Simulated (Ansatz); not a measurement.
This guess for RbSi5 is about to be relaxed.

```cif
data_structure
_symmetry_space_group_name_H-M 'P-6m2'
_symmetry_Int_Tables_number 187
_cell_length_a 3.5079
_cell_length_b 3.5079
_cell_length_c 17.1854
_cell_angle_alpha 90.000
_cell_angle_beta 90.000
_cell_angle_gamma 120.000
_cell_volume 183.14
loop_
_atom_site_label
_atom_site_type_symbol
_atom_site_symmetry_multiplicity
_atom_site_Wyckoff_symbol
_atom_site_fract_x
_atom_site_fract_y
_atom_site_fract_z
_atom_site_occupancy
Rb1 Rb 1 f 0.66667 0.33333 0.50000 1
Si1 Si 2 h 0.33333 0.66667 0.66667 1
Si2 Si 1 c 0.33333 0.66667 0.00000 1
Si3 Si 2 i 0.66667 0.33333 0.83333 1
```

The calculation used DFT PBE, scalar-relativistic, plane waves, PAW (Ansatz). Cutoff 420 eV, Gaussian smearing, Γ-centred meshes. Cell and atoms relax first on a coarse mesh and then on a finer one. In between, the cell is made exact in the group found at 0.06 Å. In metals the finer mesh still leaves noise of several meV/atom or more. The steps can't lower the symmetry of their start. No spin polarisation.

A guess keeps its type if space group and coordination stay and the shape of the cell changes little (axis ratios within about 15 %, angles within 6°); the volume may change.

Q: Will the relaxed cell still be of the starting type?

A: It doesn't keep its type. The symmetry stays P-6m2 (No. 187). The volume per atom shrinks by 26.4 %, from 30.5 to 22.5 Å³. The shortest distance goes from 3.51 Å (Rb–Si, Rb–Rb and Si–Si) to 2.40 Å (Si–Si). The ratio c/a of the conventional cell changes by a factor of 0.62. Counting neighbours within 15 % of an atom's shortest distance, the start has Rb 12, Si 12 and the end Rb 14, Si 3/6/8. In detail, at the end Rb is surrounded by 6 Si at 3.55 Å, 6 Rb at 3.71 Å and 2 Si at 3.91 Å; around Si on a site of symmetry 3m lie 3 Si at 2.40 Å, 1 Si at 2.82 Å and 3 Rb at 3.55 Å; around Si on a site of symmetry -6m2 lie 8 Si at 2.76–2.82 Å; 1 more site not described.

```
CELL_PARAMETERS angstrom
3.71317 0.00000 0.00000
-1.85659 3.21570 0.00000
0.00000 0.00000 11.29638
ATOMIC_POSITIONS crystal
Rb 0.66667 0.33333 0.50000
Si 0.33333 0.66667 0.74995
Si 0.33333 0.66667 0.00000
Si 0.33333 0.66667 0.25005
Si 0.66667 0.33333 0.84601
Si 0.66667 0.33333 0.15399
```

The last run used a 12×12×4 mesh (in the run's order of axes) for its 6-atom cell and Gaussian smearing of 0.10 eV. The cell is a metal run without spin; a magnetic state may lie lower. A structure relaxed within its symmetry needn't be a true minimum.

In counts of neighbours, a slash parts the counts of unlike sites.
